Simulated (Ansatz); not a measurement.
Input file for Ansatz (a quantum-chemistry and plane-wave program):

Ansatz 0.2 input:
```yaml
crystal:
  lattice:
    - [0.0, 2.6449761224, 2.6449761224]
    - [2.6449761224, 0.0, 2.6449761224]
    - [2.6449761224, 2.6449761224, 0.0]
  atoms:
    - { symbol: Cu, position: [0.0, 0.0, 0.0] }
    - { symbol: Cl, position: [0.75, 0.75, 0.75] }
kpoints:
  mp_grid: { grid: [8, 8, 8] }
basis: { xc_grid: 2 }
hamiltonian:
  xc: pbesol
  pseudopotentials: { kind: paw }
scf:
  occupations: { method: fixed }
output:
  optics: { e_range: [0.0, 15.0], de: 0.05, sigma: 0.1, bands: { spectra_wanted_up_to: 12 eV } }
```

Output (shortened):

```
output.optics: the spectra are integrated over the Brillouin zone by k·p interpolation around the k-points, where levels, occupations, output.optics.sigma and …
Pseudopotential: Cu, paw, valence charge 19
Pseudopotential: Cl, paw, valence charge 7
Functional definition: PBEsol
Crystal: 2 atoms, lattice volume = 37.008 Å³
Basis set: ecut = 420 eV, 725 PW (Γ), exchange–correlation on 54×54×54 points (8 copies of the dense FFT grid, shifted against one another)
Bands: 17, of which v1, the nominal top of the filled ones, is band 13 counted from 1 (12 counted from 0)
Symmetry: 24 space group operations
Space group: F-43m (ITA 216), of the structure as read, at distance tolerance 3.3e-5 Å
k-points: 29 of 512 (time reversal used)
SCF iter   1: F=—  HF=-7650.325825 eV  |F-HF|=—  |Δ(HF+E_count)|=         —  Δρ=1.33e-2  dr2=4.07e-2  ethr=1.77e-3  ⟨swp⟩=5.1  Hψ=2205  notcnv=0  defer=53
preconditioner: auto → none
SCF iter   2: F=—  HF=-7650.328730 eV  |F-HF|=—  |Δ(HF+E_count)|=   2.90e-3  Δρ=1.44e-2  dr2=4.72e-2  ethr=1.57e-4  ⟨swp⟩=2.0  Hψ=1132  notcnv=0  defer=54
SCF iter   3: F=—  HF=-7650.315963 eV  |F-HF|=—  |Δ(HF+E_count)|=   1.28e-2  Δρ=3.40e-3  dr2=2.60e-3  ethr=1.57e-4  ⟨swp⟩=2.4  Hψ=789  notcnv=0  defer=54
SCF iter   4: F=—  HF=-7650.315539 eV  |F-HF|=—  |Δ(HF+E_count)|=   4.24e-4  Δρ=7.69e-4  dr2=1.12e-4  ethr=1.00e-5  ⟨swp⟩=2.7  Hψ=915  notcnv=0  defer=56
SCF iter   5: F=—  HF=-7650.315552 eV  |F-HF|=—  |Δ(HF+E_count)|=   1.28e-5  Δρ=5.38e-5  dr2=6.62e-7  ethr=4.30e-7  ⟨swp⟩=2.6  Hψ=697  notcnv=0  defer=47
SCF iter   6: F=—  HF=-7650.315550 eV  |F-HF|=—  |Δ(HF+E_count)|=   1.79e-6  Δρ=1.14e-5  dr2=2.93e-8  ethr=2.55e-9  ⟨swp⟩=2.0  Hψ=730  notcnv=0
SCF iter   7: F=—  HF=-7650.315550 eV  |F-HF|=—  |Δ(HF+E_count)|=   3.14e-8  Δρ=8.92e-7  dr2=1.98e-10  ethr=1.13e-10  ⟨swp⟩=2.0  Hψ=720  notcnv=0
SCF iter   8: F=-7650.315550 eV  HF=-7650.315550 eV  |F-HF|=1.82e-12  |Δ(HF+E_count)|=  3.08e-10  Δρ=1.26e-7  dr2=3.96e-12  ethr=1.00e-12  ⟨swp⟩=4.7  Hψ=1918  notcnv=0
SCF 1 converged in 8 iterations: F = -7650.315550 eV  dr2 = 3.96e-12
NSCF: frozen V_eff on 29 k-points
Optics k sum: 0 of 29 k-points
Optics k sum: 2 of 29 k-points
Optics k sum: 3 of 29 k-points
Optics k sum: 5 of 29 k-points
Optics k sum: 6 of 29 k-points
Optics k sum: 8 of 29 k-points
Optics k sum: 9 of 29 k-points
Optics k sum: 11 of 29 k-points
Optics k sum: 12 of 29 k-points
Optics k sum: 14 of 29 k-points
Optics k sum: 15 of 29 k-points
Optics k sum: 16 of 29 k-points
Optics k sum: 18 of 29 k-points
Optics k sum: 19 of 29 k-points
Optics k sum: 21 of 29 k-points
Optics k sum: 22 of 29 k-points
Optics k sum: 24 of 29 k-points
Optics k sum: 25 of 29 k-points
Optics k sum: 27 of 29 k-points
Optics k sum: 28 of 29 k-points
Optics k sum: 29 of 29 k-points
Optics k sum: 0 of 29 k-points
Optics k sum: 2 of 29 k-points
Optics k sum: 3 of 29 k-points
Optics k sum: 5 of 29 k-points
Optics k sum: 6 of 29 k-points
Optics k sum: 8 of 29 k-points
Optics k sum: 9 of 29 k-points
Optics k sum: 11 of 29 k-points
Optics k sum: 12 of 29 k-points
Optics k sum: 14 of 29 k-points
Optics k sum: 15 of 29 k-points
Optics k sum: 16 of 29 k-points
Optics k sum: 18 of 29 k-points
Optics k sum: 19 of 29 k-points
Optics k sum: 21 of 29 k-points
Optics k sum: 22 of 29 k-points
Optics k sum: 24 of 29 k-points
Optics k sum: 25 of 29 k-points
Optics k sum: 27 of 29 k-points
Optics k sum: 28 of 29 k-points
Optics k sum: 29 of 29 k-points
output.optics: what the bands over the 25 summed would add to eps1, eps2 and the energy-loss function is held between a lower and an upper bound (8 Lanczos …
SCF converged after 8 iterations
Free energy (F): -7650.315550 eV
Harris-Foulkes:  -7650.315550 eV  (|F-HF|=1.82e-12)
Internal energy: -7650.315550 eV  (E = F + TS)
E sigma→0 (E₀):  -7650.315550 eV
Fermi energy:    8.157160 eV
--- Per-component energies (eV) ---
  E_band       = -503.124076
  E_kinetic    = 462.448910
  E_local      = -5756.864759  (includes V_loc(G=0)·N_el)
  E_nonlocal   = 437.398165
  E_hartree    = 2530.358223
  E_xc         = -192.680047
  E_vxc        = -233.792141  (∫ρ·V_xc dr)
  E_paw        = -2282.462198  (= ΣΔE_a)
  E_vpaw       = -473.031124  (= ΣTr[D̂ρ^β])
  E_aug_tail   = 0.000319  (compensation charges beyond the density's cutoff)
  E_ewald      = -2848.798796
  E_core_change = 0.284634  (= ΣΔE_core)
  E_smearing   =  0.000000  (= −TS)
  E_closure    =  0.000000  (closes the sum)
  Σ components = -7650.315550   (vs F -7650.315550, Δ=0.00e0)
  [band-id]    e_kinetic+e_local+e_nonlocal+2·e_hartree+e_vxc+e_vpaw+e_augmentation_tail = -503.124185   (vs E_band -503.124076, Δ=-1.09e-4)
--- Band table (eV; the first three rows and the last of 29) ---
  k-point 0: bands = ["-102.8429", "-60.4202", "-60.4202", "-60.4202", "-9.1885", "2.9255", "2.9255", "2.9255", "6.3985", "6.3985", "8.1572", "8.1572", "8.1572", "8.7114", "14.7171", "14.7171", "14.7171"]
  k-point 1: bands = ["-102.8429", "-60.4203", "-60.4202", "-60.4202", "-9.1146", "2.6045", "2.9331", "2.9331", "6.3877", "6.3877", "7.7190", "8.0698", "8.0698", "9.4245", "14.3996", "14.9354", "14.9354"]
  k-point 2: bands = ["-102.8429", "-60.4206", "-60.4203", "-60.4203", "-8.9282", "1.9250", "2.9484", "2.9484", "6.3876", "6.3876", "7.1631", "7.8524", "7.8524", "10.4420", "14.1568", "15.2624", "15.2624"]
  k-point 28: bands = ["-102.8429", "-60.4208", "-60.4207", "-60.4205", "-8.4630", "1.7543", "2.0181", "2.7335", "6.1549", "6.2919", "6.6011", "6.8364", "7.2125", "13.1153", "13.6552", "15.6128", "15.8306"]
```

Cost: very roughly 19 core-seconds on shared cores.

The PBEsol relaxation kept the symmetry of its start. No spin polarisation was allowed.

Potentials: the later of the program's two PAW sets.

Ansatz is a plane-wave DFT program.
